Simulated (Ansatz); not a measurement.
## Ta2Si (antifluorite structure)

Level of theory: DFT, PBEsol, scalar-relativistic, no spin polarisation; plane waves to 420 eV with PAW datasets (Ansatz 0.2.0), 10×10×10 k-mesh, Gaussian smearing of 0.05 eV. The datasets are Ansatz's generated set soft_2.

```
CELL_PARAMETERS angstrom
0.00000 2.99454 2.99454
2.99454 0.00000 2.99454
2.99454 2.99454 0.00000
ATOMIC_POSITIONS crystal
Ta 0.25000 0.25000 0.25000
Ta 0.75000 0.75000 0.75000
Si 0.00000 0.00000 0.00000
```

The structure was built from a prototype; whether the compound forms in it isn't claimed.

The cell above was scaled in volume, its shape and atoms being fixed by the lattice's symmetry. Energies are counted from the cell above.

Cell and atoms are those of this level's equilibrium.

| V (Å³/atom) | ΔE (meV/atom) | P (GPa) |
| --- | --- | --- |
| 17.19 | 17.9 | 8.1 |
| 17.54 | 4.5 | 3.9 |
| 17.90 | 0.0 | 0.1 |
| 18.26 | 3.6 | -3.3 |
| 18.62 | 14.6 | -6.5 |

Q: What do the points give for the equilibrium volume, the bulk modulus and its pressure derivative (third-order Birch–Murnaghan)?

A: V0 = 17.92 Å³/atom, B0 = 181 GPa, B0′ = 3.4.

B0·V0 = 180.5 GPa × 17.92 Å³ = 20.19 eV/atom sets the scale: near the minimum ΔE ≈ ½ B0 V0 x², with x = V/V0 − 1, and a pressure of 1.8 GPa squeezes the volume by about 1 %. At the ends of the curve: x = −4.1 % predicts 16.8 meV/atom and the run gives 17.9; x = +3.9 % predicts 15.4 meV/atom and the run gives 14.6. Compression costs more and expansion less than the parabola says, since the crystal stiffens as it shrinks; B0′ measures that.

For elements this heavy, spin–orbit coupling would shift levels and gaps; it isn't included here. The run is a metal.
